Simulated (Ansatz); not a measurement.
Problem. Each is relaxed and computed with plane-wave PAW PBEsol (Ansatz code). Which is the only metal?
A) FeSi2, Cmce (Fe on 8f, Fe on 8d, Si on 16g, Si on 16g)
B) SiNi2, Pnma (Si on 4c, Ni on 4c, Ni on 4c)
C) AlSiCN, P3m1 (Al on 1b, Si on 1c, C on 1b, N on 1c)
D) SiC, P6_422 (Si on 3c, C on 3d)

Solution. B, SiNi2, Pnma (Si on 4c, Ni on 4c, Ni on 4c). SiNi2: metal; SiC: gap 0.77 eV (indirect); AlSiCN: gap 3.26 eV (indirect); FeSi2: gap 0.74 eV (indirect). Typed or built starts, not in the databases checked: SiC, P6_422 (Si on 3c, C on 3d). Not the usual ambient phase: SiC, P6_422 (Si on 3c, C on 3d). Standing as an ambient phase not checked: AlSiCN, P3m1 (Al on 1b, Si on 1c, C on 1b, N on 1c); FeSi2, Cmce (Fe on 8f, Fe on 8d, Si on 16g, Si on 16g). All cells were relaxed under the symmetry of their starts (and spin orders); stability against distortions was not tested throughout. Rows with no word on spin ran without spin polarisation.

Potentials: the later of the program's two PAW sets.
